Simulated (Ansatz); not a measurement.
Li3BrO (anti-perovskite, Pm-3m), DFT-PBEsol in the program Ansatz with PAW potentials, all energies at zero smearing, with the estimated change up to a 700 eV cutoff added, with one set of potentials and settings (totals compare only within such a set). Cell of 5 atoms (3 Li, 1 Br, 1 O): -3912.382 eV.

| element | reference phase | E (eV/atom) |
|---|---|---|
| Li | Fm-3m, 1 atoms in the cell | -203.0014 |
| Br | Cmce, 4 atoms in the cell | -2736.4737 |
| O | C2/m, 4 atoms in the cell, spin-polarised | -558.3554 |

Formation energy per atom, worked out: (-3912.382 − 3×(-203.0014) − 1×(-2736.4737) − 1×(-558.3554))/5 = -1.710 eV/atom (-165 kJ per mol of atoms), at 0 K, without zero-point energy or fitted corrections.

The workflow started from a Materials Project entry (that database holds measured and hypothetical structures alike); the Crystallography Open Database files this formula in space group No. 221, but the cells were not matched. Whether it is the stable phase at ambient conditions was not checked. The cell was relaxed with PBEsol under the symmetry of its start; its stability against distortions is not shown here. The references are the lowest solids computed at this level, not always the standard phases (solids in place of the gases).

Potentials: the later of the program's two PAW sets.
